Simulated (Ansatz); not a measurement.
Given:

ZrTa:
```yaml
crystal:
  lattice:
    - [3.39663, 0.00000, 0.00000]
    - [0.00000, 3.39663, 0.00000]
    - [0.00000, 0.00000, 3.39663]
  atoms:
    - { symbol: Ta, position: [0.00000, 0.00000, 0.00000] }
    - { symbol: Zr, position: [0.50000, 0.50000, 0.50000] }
```

This is the PBEsol-relaxed structure.

Problem. All from PBEsol (plane waves, PAW; program Ansatz), unless another level is named. Predict the Debye temperature from the elastic constants.

Solution. 197 K.

Problem. Give the elastic constants (relaxed ions, GPa).

Solution. C11 = 162, C12 = 128, C44 = 40.4.

Problem. Next, the highest zone-centre frequency?

Solution. 172 cm⁻¹.

Space group Pm-3m (CsCl type). The start of the workflow was typed in or built on a structure type; neither database checked (COD, Materials Project) lists it. Whether it is the stable phase at ambient conditions was not checked. Symmetry was held in the PBEsol relaxation; its stability against distortions is not shown here. The run is not spin-polarised. Its formation energy is positive at this level, so the cell may be metastable or incomplete. As this level gives no gap, shear constants depend on the k-mesh and smearing (Fermi–Dirac, 0.1 eV here). As this level gives no gap, phonon frequencies hold no LO–TO term and depend on the k-mesh and smearing (Fermi–Dirac, 0.1 eV here). Scalar-relativistic: spin–orbit coupling is off unless named, which matters more the heavier the elements.

Potentials: the earlier of the program's two PAW sets. The files were generated under PBE; for other functionals the program regenerates the frozen cores, and for LDA and PBEsol the local potential too.
